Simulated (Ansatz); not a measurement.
Start of a relaxation of Ga₂GeO₂:

```xyz
5
Lattice="3.9919 0.0000 0.0000 -1.9960 3.4571 0.0000 0.0000 0.0000 6.3223" Properties=species:S:1:pos:R:3 pbc="T T T"
Ga    1.9960    1.1524    2.2592
Ga    0.0000    2.3047    4.0630
Ge    0.0000    0.0000    0.0000
O     1.9960    1.1524    4.6670
O     0.0000    2.3047    1.6553
```

Computed with DFT PBE, scalar-relativistic, plane waves, PAW in Ansatz 0.2.0. Cutoff 420 eV, Gaussian smearing, Γ-centred meshes. Cell and atoms relax first on a coarse mesh and then on a finer one. In between, the cell is made exact in the group found at 0.06 Å. In metals the finer mesh still leaves noise of several meV/atom or more. The steps can't lower the symmetry of their start. No spin polarisation.

A guess keeps its type if space group and coordination stay and the shape of the cell changes little (axis ratios within about 15 %, angles within 6°); the volume may change.

Q: Will the relaxed cell still be of the starting type?

A: It doesn't keep its type. The symmetry stays P-3m1 (No. 164). The volume per atom shrinks by 14.1 %, from 17.5 to 15.0 Å³. The shortest distance goes from 2.38 Å (Ga–O) to 1.94 Å (Ga–O). The ratio c/a of the conventional cell changes by a factor of 1.83. Counting neighbours within 15 % of an atom's shortest distance, the start has Ga 4, Ge 12, O 4 and the end Ga 3, Ge 12, O 3. In detail, at the end around Ga lie 3 O at 1.94 Å and 3 Ge at 2.88 Å; Ge is surrounded by 6 Ga at 2.88 Å and 6 Ge at 3.10 Å; O has 3 Ga at 1.94 Å.

```cif
data_structure
_symmetry_space_group_name_H-M 'P-3m1'
_symmetry_Int_Tables_number 164
_cell_length_a 3.1029
_cell_length_b 3.1029
_cell_length_c 8.9879
_cell_angle_alpha 90.000
_cell_angle_beta 90.000
_cell_angle_gamma 120.000
_cell_volume 74.94
loop_
_atom_site_label
_atom_site_type_symbol
_atom_site_symmetry_multiplicity
_atom_site_Wyckoff_symbol
_atom_site_fract_x
_atom_site_fract_y
_atom_site_fract_z
_atom_site_occupancy
Ga1 Ga 2 d 0.66667 0.33333 0.25105 1
Ge1 Ge 1 a 0.00000 0.00000 0.00000 1
O1 O 2 d 0.66667 0.33333 0.66729 1
```

The last run used a 12×12×6 mesh (in the run's order of axes) for its 5-atom cell and Gaussian smearing of 0.10 eV. No dispersion correction is applied, so the spacing and binding between layers, chains or molecules are poorly described. A structure relaxed within its symmetry needn't be a true minimum.
